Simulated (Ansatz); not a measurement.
Sb (A7 (α-As type)), relaxed with PBEsol (Ansatz, an electronic-structure program, plane waves, PAW): a = 4.3219 Å, b = 4.3219 Å, c = 11.0655 Å, α = 90.00°, β = 90.00°, γ = 120.00°.

Problem. The same phase is relaxed and computed with r²SCAN in the same code. What is the cell now?

Solution. a = b = 4.3427 Å, c = 11.6099 Å, α = β = 90.00°, γ = 120.00°.

All cells were relaxed under the symmetry of their starts (and spin orders); stability against distortions was not tested throughout. Scalar-relativistic: spin–orbit coupling is off unless named, which matters more the heavier the elements.

Potentials: the earlier of the program's two PAW sets.

Ansatz is a plane-wave DFT program.
